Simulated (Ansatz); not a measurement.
Ru (hcp, Mg type)

```xyz
4
Lattice="5.4441 0.0000 0.0000 -1.3610 2.3573 0.0000 0.0000 0.0000 4.2907" Properties=species:S:1:pos:R:3 pbc="T T T"
Ru     0.0000     1.5716     3.2181
Ru     2.7220     1.5716     3.2181
Ru     1.3610     0.7858     1.0727
Ru     4.0830     0.7858     1.0727
```

The atoms are displaced by Q × the pattern below (from a DFPT mode at M = (0.5, 0.0, 0.0), largest move 1; Q in Å), at fixed cell. (q is in reciprocal vectors of the primitive cell; the cell shown is doubled to hold the pattern.)

| atom | x | y | z |
|---|---|---|---|
| Ru1 | 0.000 | 0.000 | -1.000 |
| Ru2 | 0.000 | 0.000 | 1.000 |
| Ru3 | 0.000 | 0.000 | -1.000 |
| Ru4 | 0.000 | 0.000 | 1.000 |

All values below come from PBE (plane waves to 420 eV, PAW, scalar-relativistic; Ansatz, a program for electronic structure). k mesh 10×20×11 (Γ-centred), Fermi-Dirac smearing 0.05 eV. With partly filled bands, energies and forces of such displacements shift with the k mesh and the smearing. Ru is run without spin polarisation. Ru was relaxed with its symmetry unable to fall. The PAW data are Ansatz's earlier set.

At one point of the scan the forces (eV/Å) are:

```json
[
 {"atom": "Ru1", "Fx": "0.206", "Fy": "0.119", "Fz": "-0.952"},
 {"atom": "Ru2", "Fx": "0.206", "Fy": "0.119", "Fz": "0.952"},
 {"atom": "Ru3", "Fx": "-0.206", "Fy": "-0.119", "Fz": "-0.952"},
 {"atom": "Ru4", "Fx": "-0.206", "Fy": "-0.119", "Fz": "0.952"}
]
```

Task: Which point is it?
A. Q = -0.017 Å
B. Q = -0.083 Å
C. Q = -0.033 Å
D. Q = -0.100 Å

Result: B, Q = -0.083 Å

(A displaced cell: forces are minus the slopes of the energy, force constants its curvatures, and phonons follow from these.)
